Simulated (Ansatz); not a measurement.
# Stationary points along a deformation path in Pb

Method: Ansatz 0.2.0, DFT LDA, scalar-relativistic, plane waves, PAW. Cutoff 420 eV, Γ-centred 18×18×18 k-points, Gaussian smearing of 0.15 eV. Spin–orbit coupling is left out, which can shift energies with elements as heavy as these. No spin polarisation. Energies are free energies at this smearing, counted from the undisturbed cell; pressure is positive in compression.

The starting cell (as given, not relaxed at this level; it stands at -3.1 GPa; this bcc form isn't the usual structure):

```
CELL_PARAMETERS angstrom
-1.97966 1.97966 1.97966
1.97966 -1.97966 1.97966
1.97966 1.97966 -1.97966
ATOMIC_POSITIONS crystal
Pb 0.00000 0.00000 0.00000
```

At fixed volume and fractional coordinates, lengths along (0.577, 0.577, 0.577) are scaled against those across it; ρ is that ratio over its starting value. V = 31.034 Å³/atom. Δσ is the stress along the axis less the mean stress across it (compression positive).

| ρ | ΔE (meV/atom) | Δσ (GPa) | space group |
| --- | --- | --- | --- |
| 0.500 | 4439.0 | 168.79 | R-3m |
| 0.600 | 1654.2 | 75.72 | R-3m |
| 0.710 | 518.0 | 33.36 | R-3m |
| 0.850 | 76.4 | 8.65 | R-3m |
| 0.930 | 13.9 | 2.81 | R-3m |
| 1.000 | 0.0 | 0.00 | Im-3m |
| 1.080 | 10.6 | -1.82 | R-3m |
| 1.200 | 46.4 | -3.32 | R-3m |
| 1.410 | 116.6 | -2.33 | R-3m |
| 1.700 | 121.5 | 0.64 | R-3m |
| 2.000 | 116.8 | 0.00 | Pm-3m |

Q: How does the stress give the slope of the energy, and where is the energy stationary?

A: Along the path d ln(length) is 2/3 d ln ρ on the axis and −1/3 d ln ρ across it, so dE/d ln ρ = −(2/3) V Δσ: the energy falls with ρ where Δσ is positive. Δσ vanishes or changes sign at ρ = 1.000 (Im-3m), a minimum at 0.0 meV/atom; between ρ = 1.410 and 1.700, a maximum (near 1.63 by linear interpolation); at ρ = 2.000 (Pm-3m, an end of the scan), at 116.8 meV/atom. Pairs of stationary points between two samples would go unseen, and could change a minimum read from distant neighbours into a maximum. At ρ = 1.000, 2.000 the cell is cubic, where symmetry alone makes the stress isotropic and the slope zero.

Q: Which shear constant sets the curvature at ρ = 1?

A: For a cubic crystal E/V = (2/3) C (ln ρ)² with C = C44, so Δσ = −2C ln ρ. The parabola of Δσ against ln ρ through ρ = 0.930, 1 and 1.080 gives C ≈ 15.7 GPa with the ions clamped, rough because the steps are large. It is the stress–strain coefficient at this cell's pressure of -3.1 GPa, not the zero-pressure constant.

In a metal these slopes depend on the k mesh and the smearing.